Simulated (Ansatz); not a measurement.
BP:
```cif
data_B4P4
_chemical_formula_sum 'B4 P4'
_space_group_name_H-M_alt 'P 1'
_space_group_IT_number 1
_cell_length_a 6.23395
_cell_length_b 3.21735
_cell_length_c 5.36324
_cell_angle_alpha 90.000
_cell_angle_beta 90.000
_cell_angle_gamma 90.000
loop_
_space_group_symop_operation_xyz
  'x, y, z'
loop_
_atom_site_label
_atom_site_type_symbol
_atom_site_fract_x
_atom_site_fract_y
_atom_site_fract_z
_atom_site_occupancy
B1 B 0.16259 0.25000 0.39970 1
B2 B 0.33741 0.75000 0.89970 1
B3 B 0.83741 0.75000 0.60030 1
B4 B 0.66259 0.25000 0.10030 1
P1 P 0.83849 0.25000 0.39237 1
P2 P 0.66151 0.75000 0.89237 1
P3 P 0.16151 0.75000 0.60763 1
P4 P 0.33849 0.25000 0.10763 1
```

Relaxed with r²SCAN+D4. r²SCAN+D4 (plane waves, PAW; program Ansatz) gives a gap of 0.80 eV.

Problem. What gap does HSE06 give on the same cell (Ansatz, PAW)?

Solution. 1.42 eV, 0.62 eV more. The hybrid was solved on a coarser mesh and at special points; the gap given is the minimum over both.

```csv
k,v1 r²SCAN+D4,c1 r²SCAN+D4,v1 HSE06,c1 HSE06
Γ,0.00,1.22,___,___
X,-0.97,1.38,___,___
Z,-1.48,1.42,___,___
U,-1.61,0.80,-1.65,1.42
Y,-3.20,1.46,-3.25,2.07
S,-3.34,2.93,-3.41,3.56
T,-1.62,2.32,___,___
R,-3.57,2.96,-3.65,3.60
```

Problem. Top valence (v1) and lowest conduction level (c1) in eV from each method's valence maximum (which need not be a listed point): supply the withheld HSE06 values.

Solution. 
- Γ, v1 HSE06: 0.00
- Γ, c1 HSE06: 1.91
- Z, v1 HSE06: -1.52
- Z, c1 HSE06: 2.05
- T, v1 HSE06: -1.62
- T, c1 HSE06: 2.98
- X, v1 HSE06: -0.99
- X, c1 HSE06: 2.00

Cost on shared cores: the r²SCAN+D4 run (SCF on a 5×9×5 mesh, then bands and DOS) around 120 core-seconds (rough), the HSE06 run (SCF on 3×5×3, then a few points) about 2.4 core-minutes (a rough figure); the tasks are unlike.

Space group Pnma. The start of the workflow was typed in or built on a structure type; neither database checked (COD, Materials Project) lists it. It is not the phase usual at ambient conditions (space group No. 216). The cell was relaxed with r²SCAN+D4 under the symmetry of its start; whether a distortion lowers the energy is not shown. The volume moved by 25 % from the start of the relaxation.

Potentials: the earlier of the program's two PAW sets.
